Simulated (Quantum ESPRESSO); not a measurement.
CsPbBr₃, space group Pm-3m (No. 221):

```
CsPbBr3
1.0
    5.94863     0.00000     0.00000
    0.00000     5.94863     0.00000
    0.00000     0.00000     5.94863
Cs Pb Br
1 1 3
Direct
  0.00000   0.00000   0.00000
  0.50000   0.50000   0.50000
  0.50000   0.50000   0.00000
  0.00000   0.50000   0.50000
  0.50000   0.00000   0.50000
```
Geometry: a computed entry of the Materials Project; it was not checked against measured cells. It is CsPbBr3 in Pm-3m. Stability against distortions was not tested.

```json
[
 {"site": "Cs", "Wyckoff letter": "a", "site symmetry": "m-3m"},
 {"site": "Pb", "Wyckoff letter": "b", "site symmetry": "m-3m"},
 {"site": "Br", "Wyckoff letter": "c", "site symmetry": "4/mmm"}
]
```

Cores are frozen. Against all-electron runs on small test molecules, this scheme's |Vzz| missed by −5 % on Br.

Question: Where does symmetry force the field gradient to vanish or to be axial, and what does the PAW reconstruction of the field gradient on a scalar-relativistic PBE ground state (a modified build of Quantum ESPRESSO, JTH datasets) give?

Answer: 
| site | by symmetry | Vzz (a.u.) | η_Q |
|---|---|---|---|
| Cs | vanishes (cubic site) | 0 | – |
| Pb | vanishes (cubic site) | 0 | – |
| Br | axial, η = 0 (an axis of order 3 or more) | 2.001 | 0.00 |
